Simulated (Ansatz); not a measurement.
Relaxation of a relaxed Ru cell, doubled along one cell vector, shaken by Gaussian noise of σ = 0.08 Å a coordinate; 4 atoms in the cell, which starts as P1 (No. 1), aP4; a = 2.7864 Å, b = 3.5879 Å, c = 6.6128 Å, α = β = 90.00°, γ = 112.85°. All values below come from r2SCAN (plane waves to 500 eV, PAW, scalar-relativistic; Ansatz, an electronic-structure program). Γ-centred k-mesh 13×13×5 on the run's cell (coarser than for final values), Fermi–Dirac smearing 0.05 eV. This is the first round of the run. 

The optimiser's lines from the output (shortened; P is positive under compression):

```
relax step   1: F+E_penalty+E_count = -23559.13795270 eV  Δ(F+E_penalty+E_count) = +0.000e0 eV  max|allowed force component| = 1.440e0 eV/Å  Δτ_max = 0.0000 Å  P = +1.490 GPa  Ω = 60.922 Å³  (13 SCF iters, dr2 threshold 1.00e-7 eV, accepted)
relax step   2: F+E_penalty+E_count = -23559.25910433 eV  Δ(F+E_penalty+E_count) = -1.212e-1 eV  max|allowed force component| = 3.698e-1 eV/Å  Δτ_max = 0.0771 Å  P = +0.023 GPa  Ω = 60.924 Å³  (10 SCF iters, dr2 threshold 4.00e-7 eV, accepted)
relax step   3: F+E_penalty+E_count = -23559.50669526 eV  Δ(F+E_penalty+E_count) = -2.476e-1 eV  max|allowed force component| = 6.597e-1 eV/Å  Δτ_max = 0.2000 Å  P = -1.726 GPa  Ω = 60.628 Å³  (10 SCF iters, dr2 threshold 4.00e-7 eV, accepted)
relax step   4: F+E_penalty+E_count = -23559.69763315 eV  Δ(F+E_penalty+E_count) = -1.909e-1 eV  max|allowed force component| = 5.849e-1 eV/Å  Δτ_max = 0.1906 Å  P = +0.835 GPa  Ω = 59.351 Å³  (10 SCF iters, dr2 threshold 4.00e-7 eV, accepted)
relax step   5: F+E_penalty+E_count = -23559.79837753 eV  Δ(F+E_penalty+E_count) = -1.007e-1 eV  max|allowed force component| = 3.553e-1 eV/Å  Δτ_max = 0.1768 Å  P = +3.985 GPa  Ω = 58.187 Å³  (11 SCF iters, dr2 threshold 4.00e-7 eV, accepted)
relax step   6: F+E_penalty+E_count = -23559.96123323 eV  Δ(F+E_penalty+E_count) = -1.629e-1 eV  max|allowed force component| = 2.218e-1 eV/Å  Δτ_max = 0.0640 Å  P = -0.752 GPa  Ω = 58.758 Å³  (11 SCF iters, dr2 threshold 4.00e-7 eV, accepted)
relax step   7: F+E_penalty+E_count = -23560.22286728 eV  Δ(F+E_penalty+E_count) = -2.616e-1 eV  max|allowed force component| = 1.611e-1 eV/Å  Δτ_max = 0.0600 Å  P = +2.058 GPa  Ω = 57.731 Å³  (9 SCF iters, dr2 threshold 4.00e-7 eV, accepted)
relax step   8: F+E_penalty+E_count = -23560.55458331 eV  Δ(F+E_penalty+E_count) = -3.317e-1 eV  max|allowed force component| = 3.352e-1 eV/Å  Δτ_max = 0.0258 Å  P = +3.761 GPa  Ω = 56.898 Å³  (9 SCF iters, dr2 threshold 4.00e-7 eV, accepted)
relax step   9: F+E_penalty+E_count = -23560.94970132 eV  Δ(F+E_penalty+E_count) = -3.951e-1 eV  max|allowed force component| = 2.479e-1 eV/Å  Δτ_max = 0.0302 Å  P = +1.632 GPa  Ω = 56.524 Å³  (10 SCF iters, dr2 threshold 4.00e-7 eV, accepted)
relax step  10: F+E_penalty+E_count = -23561.17145209 eV  Δ(F+E_penalty+E_count) = -2.218e-1 eV  max|allowed force component| = 1.569e-1 eV/Å  Δτ_max = 0.0190 Å  P = +6.925 GPa  Ω = 55.135 Å³  (9 SCF iters, dr2 threshold 4.00e-7 eV, accepted)
relax step  11: F+E_penalty+E_count = -23561.20726578 eV  Δ(F+E_penalty+E_count) = -3.581e-2 eV  max|allowed force component| = 2.827e-1 eV/Å  Δτ_max = 0.0587 Å  P = -3.580 GPa  Ω = 56.930 Å³  (10 SCF iters, dr2 threshold 4.00e-7 eV, accepted)
relax step  12: F+E_penalty+E_count = -23561.26293890 eV  Δ(F+E_penalty+E_count) = -5.567e-2 eV  max|allowed force component| = 5.984e-1 eV/Å  Δτ_max = 0.2000 Å  P = +5.372 GPa  Ω = 55.279 Å³  (10 SCF iters, dr2 threshold 4.00e-7 eV, accepted)
relax step  13: F+E_penalty+E_count = -23561.43368620 eV  Δ(F+E_penalty+E_count) = -1.707e-1 eV  max|allowed force component| = 7.592e-1 eV/Å  Δτ_max = 0.1957 Å  P = +1.320 GPa  Ω = 55.702 Å³  (10 SCF iters, dr2 threshold 4.00e-7 eV, accepted)
relax step  14: F+E_penalty+E_count = -23561.69965342 eV  Δ(F+E_penalty+E_count) = -2.660e-1 eV  max|allowed force component| = 6.095e-1 eV/Å  Δτ_max = 0.1952 Å  P = -0.821 GPa  Ω = 55.586 Å³  (10 SCF iters, dr2 threshold 4.00e-7 eV, accepted)
relax step  15: F+E_penalty+E_count = -23562.04649143 eV  Δ(F+E_penalty+E_count) = -3.468e-1 eV  max|allowed force component| = 6.722e-1 eV/Å  Δτ_max = 0.0514 Å  P = -2.806 GPa  Ω = 55.478 Å³  (10 SCF iters, dr2 threshold 4.00e-7 eV, accepted)
relax step  16: F+E_penalty+E_count = -23562.39806774 eV  Δ(F+E_penalty+E_count) = -3.516e-1 eV  max|allowed force component| = 6.294e-1 eV/Å  Δτ_max = 0.0685 Å  P = -1.537 GPa  Ω = 54.650 Å³  (10 SCF iters, dr2 threshold 4.00e-7 eV, accepted)
relax step  17: F+E_penalty+E_count = -23562.71254889 eV  Δ(F+E_penalty+E_count) = -3.145e-1 eV  max|allowed force component| = 3.444e-1 eV/Å  Δτ_max = 0.1104 Å  P = +0.539 GPa  Ω = 53.499 Å³  (10 SCF iters, dr2 threshold 4.00e-7 eV, accepted)
relax step  18: F+E_penalty+E_count = -23562.73268506 eV  Δ(F+E_penalty+E_count) = -2.014e-2 eV  max|allowed force component| = 4.173e-2 eV/Å  Δτ_max = 0.0263 Å  P = +0.258 GPa  Ω = 53.549 Å³  (9 SCF iters, dr2 threshold 4.00e-7 eV, accepted)
relax step  19: F+E_penalty+E_count = -23562.73308801 eV  Δ(F+E_penalty+E_count) = -4.030e-4 eV  max|allowed force component| = 8.035e-3 eV/Å  Δτ_max = 0.0055 Å  P = -0.084 GPa  Ω = 53.575 Å³  (7 SCF iters, dr2 threshold 4.00e-7 eV, accepted)
relax step  20: F+E_penalty+E_count = -23562.73313474 eV  Δ(F+E_penalty+E_count) = -4.673e-5 eV  max|allowed force component| = 1.665e-3 eV/Å  Δτ_max = 0.0005 Å  P = +0.024 GPa  Ω = 53.566 Å³  (3 SCF iters, dr2 threshold 3.23e-7 eV, accepted)
relax step  21: F+E_penalty+E_count = -23562.73312706 eV  Δ(F+E_penalty+E_count) = +7.678e-6 eV  max|allowed force component| = 5.489e-3 eV/Å  Δτ_max = 0.0007 Å  P = +0.020 GPa  Ω = 53.566 Å³  (5 SCF iters, dr2 threshold 6.05e-9 eV, rejected (line search))
relax step  22: F+E_penalty+E_count = -23562.73313314 eV  Δ(F+E_penalty+E_count) = +1.598e-6 eV  max|allowed force component| = 6.451e-4 eV/Å  Δτ_max = 0.0002 Å  P = -0.012 GPa  Ω = 53.571 Å³  (8 SCF iters, accepted)
relax step  23: F+E_penalty+E_count = -23562.93820759 eV  Δ(F+E_penalty+E_count) = -2.051e-1 eV  max|allowed force component| = 2.386e-2 eV/Å  Δτ_max = 0.0000 Å  P = +3.533 GPa  Ω = 53.571 Å³  stress off target by 1.08e1 GPa  SCF on the basis re-selected at this cell (its energy is not comparable with the rows above)  (12 SCF iters)
relax step  24: F+E_penalty+E_count = -23562.97226377 eV  Δ(F+E_penalty+E_count) = -3.406e-2 eV  max|allowed force component| = 6.892e-3 eV/Å  Δτ_max = 0.0064 Å  P = +0.590 GPa  Ω = 53.957 Å³  (5 SCF iters, dr2 threshold 4.00e-7 eV, accepted)
relax step  25: F+E_penalty+E_count = -23562.97189659 eV  Δ(F+E_penalty+E_count) = +3.672e-4 eV  max|allowed force component| = 5.727e-2 eV/Å  Δτ_max = 0.0089 Å  P = -0.054 GPa  Ω = 54.065 Å³  (6 SCF iters, dr2 threshold 4.00e-7 eV, rejected (line search))
relax step  26: F+E_penalty+E_count = -23562.97278267 eV  Δ(F+E_penalty+E_count) = -5.189e-4 eV  max|allowed force component| = 2.180e-3 eV/Å  Δτ_max = 0.0006 Å  P = +0.089 GPa  Ω = 54.040 Å³  (12 SCF iters, accepted)
relax step  27: F+E_penalty+E_count = -23562.97283600 eV  Δ(F+E_penalty+E_count) = -5.333e-5 eV  max|allowed force component| = 5.210e-3 eV/Å  Δτ_max = 0.0006 Å  P = +0.003 GPa  Ω = 54.054 Å³  (4 SCF iters, dr2 threshold 3.43e-7 eV, accepted)
relax step  28: F+E_penalty+E_count = -23562.97302364 eV  Δ(F+E_penalty+E_count) = -1.876e-4 eV  max|allowed force component| = 5.188e-3 eV/Å  Δτ_max = 0.0000 Å  P = +0.007 GPa  Ω = 54.054 Å³  stress off target by 2.19e-2 GPa  SCF on the basis re-selected at this cell (its energy is not comparable with the rows above)  (8 SCF iters)
relax step  29: F+E_penalty+E_count = -23562.97302650 eV  Δ(F+E_penalty+E_count) = -2.862e-6 eV  max|allowed force component| = 8.830e-4 eV/Å  Δτ_max = 0.0004 Å  P = -0.000 GPa  Ω = 54.056 Å³  (6 SCF iters, dr2 threshold 1.20e-9 eV, accepted)
relax step  30: F+E_penalty+E_count = -23562.97302653 eV  Δ(F+E_penalty+E_count) = -2.557e-8 eV  max|allowed force component| = 8.805e-4 eV/Å  Δτ_max = 0.0000 Å  P = -0.000 GPa  Ω = 54.056 Å³  stress off target by 7.43e-3 GPa  SCF on the basis re-selected at this cell (its energy is not comparable with the rows above)  (5 SCF iters)
```

From the first to the last row the energy changes by -0.96 eV/atom and the volume by -11.3 %. The last row is marked as not comparable with the walk above it, whose basis was carried along; it does compare with step 1, since both stand on a basis selected at the nominal cutoff for their own cell.

Energy and pressure jump between steps 22 and 23 at one geometry, where the plane-wave basis was selected anew. While the cell walks, the set of plane waves is carried along, so its effective cutoff drifts with the strain; re-selecting it at 500 eV moved the energy by -0.051 eV/atom and the pressure by 3.5 GPa. Only step 1 and rows on a re-selected basis compare with each other.

Steps 21, 25 were rejected by the optimiser.

Later rounds, restarted from the end of this one on a renewed k-mesh, logged 9 more steps and released under 0.01 eV/atom more. The final structure after all rounds: P6₃/mmc (No. 194), hP2, hcp (Mg type); a = 2.706 Å, b = 2.706 Å, c = 4.262 Å, α = 90.00°, β = 90.00°, γ = 120.00°. Between re-selections the logged energies stand on a plane-wave basis carried along with the cell. No spin polarisation in the result.

Of the parent cell (I4₁/amd (No. 141)): it is a generated cell of Ru: the first start was made by placing the elements on the sites of a structure type, and the end was not matched to a known phase here, so it may be hypothetical. Known forms of Ru include space group No. 194.
